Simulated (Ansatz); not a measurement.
**Sensitivity of the gradients in BN to the input**

Cell: an entry of the Crystallography Open Database (COD), atoms as given.

```yaml
crystal:
  lattice:
    - [2.54000, 0.00000, 0.00000]
    - [-1.27000, 2.19970, 0.00000]
    - [0.00000, 0.00000, 6.59800]
  atoms:
    - { symbol: B, position: [0.33333, 0.66667, 0.25000] }
    - { symbol: B, position: [0.66667, 0.33333, 0.75000] }
    - { symbol: N, position: [0.33333, 0.66667, 0.75000] }
    - { symbol: N, position: [0.66667, 0.33333, 0.25000] }
```

Atoms are numbered from 1 in the order listed; like atoms form one site, named after its first atom.

Reference run. The numbers come from a DFT calculation in Ansatz (PBE, plane waves and PAW, scalar-relativistic, 420 eV cutoff, Γ-centred 13×13×5 k-points, Fermi–Dirac smearing 0.02 eV).

**Question.** The input is changed as follows: `hamiltonian.xc`: pbe → lda. What happens to V_zz (10²¹ V/m²) and η?

**Answer.** 

| site | atom | V_zz reference | η reference | V_zz changed | η changed |
| --- | --- | --- | --- | --- | --- |
| B | 1 | 2.74 | 0.00 | 2.77 | 0.00 |
| N | 3 | -0.78 | 0.00 | -0.37 | 0.00 |

The largest change of V_zz is on N, from -0.78 to -0.37. In per cent, |V_zz| changes by +1 on B, -52 on N (all sites that start above 0.5). Its pressure is -14 GPa, against -6 GPa in the reference run. SCF iterations: 6 and 6.

On the reference run: At this cell the PBE pressure is -6 GPa (principal stresses up to 11 GPa in size), so it isn't the equilibrium cell of PBE. The entry's cell may itself be off.
